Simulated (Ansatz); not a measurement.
**Energy landscape near a K structure**

Theory: DFT PBEsol, scalar-relativistic, plane waves, PAW in Ansatz 0.2.0.

Plane waves to 420 eV, a k mesh through Γ of 10×10×10 on the computed 1-atom cell and Gaussian smearing (0.10 eV); no spin polarisation.

Reference cell:

```
CELL_PARAMETERS angstrom
-2.61800 2.61800 2.61800
2.61800 -2.61800 2.61800
2.61800 2.61800 -2.61800
ATOMIC_POSITIONS crystal
K 0.00000 0.00000 0.00000
```

Each variant moves atoms of this cell by the vectors given, if any (Å), and then applies a symmetric strain (tensor components, Cartesian axes). The reference cell isn't relaxed at this level. Energies are per atom at zero smearing, counted from the lowest variant. Pressure is positive in compression.

1. strain (xx yy zz yz xz xy, %) 1.74 1.14 1.47 -0.39 -0.50 0.25
2. strain (xx yy zz yz xz xy, %) -0.73 0.73 -0.82 -0.30 -0.49 -0.61
3. strain (xx yy zz yz xz xy, %) -1.12 -1.89 -6.01 0.46 1.64 0.63
4. strain (xx yy zz yz xz xy, %) -3.22 0.46 -1.86 -0.52 0.17 -0.66

Question: Order the variants by energy, lowest first.

Answer: 2 (0.0 meV/atom), 4 (0.8 meV/atom), 1 (2.4 meV/atom), 3 (5.9 meV/atom). Neighbours within 1 meV/atom are level.

Question: Order them by pressure, highest first.

Answer: 3 (0.36 GPa), 4 (0.14 GPa), 2 (-0.01 GPa), 1 (-0.18 GPa).